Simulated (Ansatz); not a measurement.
## GdLuN2: relaxed-ion elastic tensor

The calculation used DFT PBE, scalar-relativistic, plane waves, PAW in Ansatz 0.2.0. Cutoff 420 eV, 14×14×10 k-points (Γ-centred), Gaussian smearing of 0.20 eV. Collinear spin, site moments 0.0, 6.8, -0.1, 0.0 μB.

The cell, relaxed at this level:
```yaml
crystal:
  lattice:
    - [3.44953, 0.00000, 0.00000]
    - [0.00000, 3.44953, 0.00000]
    - [0.00000, 0.00000, 4.87884]
  atoms:
    - { symbol: Lu, position: [0.00000, 0.00000, 0.00000] }
    - { symbol: Gd, position: [0.50000, 0.50000, 0.50000] }
    - { symbol: N, position: [0.00000, 0.00000, 0.50000] }
    - { symbol: N, position: [0.50000, 0.50000, 0.00000] }
```

It was reached by relaxing an invented guess, and it needn't be the stable form of this composition. In a metal, frequencies and elastic constants depend on the k mesh and the smearing, soft modes and shear constants most. The open f shell has no Hubbard U here.

Question: Give the relaxed-ion elastic constants (GPa, Voigt order xx yy zz yz xz xy, on the Cartesian axes of the cell above).

Answer:
```
316.0  74.5  79.1   0.0   0.0   0.0
 74.5 316.0  79.1   0.0   0.0   0.0
 79.1  79.1 313.6   0.0   0.0   0.0
  0.0   0.0   0.0 122.8   0.0   0.0
  0.0   0.0   0.0   0.0 122.8   0.0
  0.0   0.0   0.0   0.0   0.0 116.7
```

Question: Is the crystal stable against homogeneous strain?

Answer: Yes: the least eigenvalue of the tensor is 116.7 GPa.

Question: And the moduli of a polycrystal (Hill averages)?

Answer: B = 157 GPa, G = 120 GPa, E = 287 GPa, ν = 0.20.
